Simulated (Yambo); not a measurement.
A G0W0@PBEsol run in Yambo for Ba3ZnN2O (space group P4/mmm, No. 123) (4×4×1 Γ-centred k mesh, bands 5 to 235 and a 7 Ry block in the screening, 235 bands in G with the Bruneval-Gonze terminator, plasmon pole fitted at 27.2 eV) gives these matrix elements, in eV, at the band edges (Γ → Γ):

| state | E0 | <Vxc> | <Σx> | <Σc(E0)> | Z |
|---|---|---|---|---|---|
| valence edge | 0.000 | -16.253 | -19.291 | 2.715 | 0.760 |
| conduction edge | 0.844 | -8.603 | -4.376 | -3.824 | 0.828 |

Question: Solve the linearised quasiparticle equation for both states, give the gap, and say how exchange and correlation each act on it.

Answer: E = E0 + Z(Σx + Σc − Vxc). Valence: 0.000 + 0.760 × (-19.291 + (2.715) − (-16.253)) = -0.25 eV. Conduction: 0.844 + 0.828 × (-4.376 + (-3.824) − (-8.603)) = 1.18 eV. The gap is 1.42 eV, against 0.84 eV in PBEsol. Replacing Vxc by bare exchange alone would open it by 7.27 eV; correlation takes back 6.54 eV of that, and Z scales what is left. Nearest settings tried, and what they do to the gap: 154 bands in G: +2 meV; 154 bands in W, 154 bands in G: +16 meV; 6 Ry block (267 vectors against 363): -45 meV. Not varied: mesh. So the settings aren't converged at that level. Oxides, nitrides and fluorides with a shallow 3d shell are known to need far more bands and larger blocks. The mesh misses a band edge: along a dense path the PBEsol gap is 0.48 eV against 0.84 eV on the mesh. 

Geometry of the Materials Project entry, not relaxed at this level; primitive cell a = b = 4.150 Å, c = 9.293 Å, α = β = γ = 90.00°.

The structure is a Materials Project entry; no match was found in the copy of COD used, and its stability was not checked.
